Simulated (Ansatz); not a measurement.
**CdBr2 (R-3m), zone-centre modes**

Method: Ansatz, DFT PBEsol, scalar-relativistic, plane waves, PAW. The runs took a 420 eV cutoff, a Γ-centred 6×6×6 mesh and Gaussian smearing (0.05 eV). No spin polarisation.

The undisturbed cell (relaxed at this level; it needn't be the usual structure):

```yaml
crystal:
  lattice:
    - [1.98478, 1.14591, 13.10684]
    - [-1.98478, 1.14591, 13.10684]
    - [0.00000, -2.29182, 13.10684]
  atoms:
    - { symbol: Cd, position: [0.00000, 0.00000, 0.00000] }
    - { symbol: Cd, position: [0.50000, 0.50000, 0.50000] }
    - { symbol: Br, position: [0.20617, 0.20617, 0.20617] }
    - { symbol: Br, position: [0.79383, 0.79383, 0.79383] }
    - { symbol: Br, position: [0.62716, 0.62716, 0.62716] }
    - { symbol: Br, position: [0.37284, 0.37284, 0.37284] }
```

The cell holds layers and no dispersion correction was added, so their binding is poorly described.

Harmonic modes by finite displacements of 0.02 Å, without the LO–TO term.

Task: At this geometry, is the structure stable against these modes?

Result: Barely, if at all: no mode is imaginary beyond 10 cm⁻¹, but one beside the three translations lies at 9 cm⁻¹, within the noise of such a run.

Task: List the wavenumbers in cm⁻¹.

Result: 0, 0, 0, 9, 9, 18, 75, 75, 76, 76, 110, 110, 111, 111, 138, 140, 163, 178.

Cost: 1 run of about 3.5 core-minutes, on Arm Neoverse V2 (shared hosts).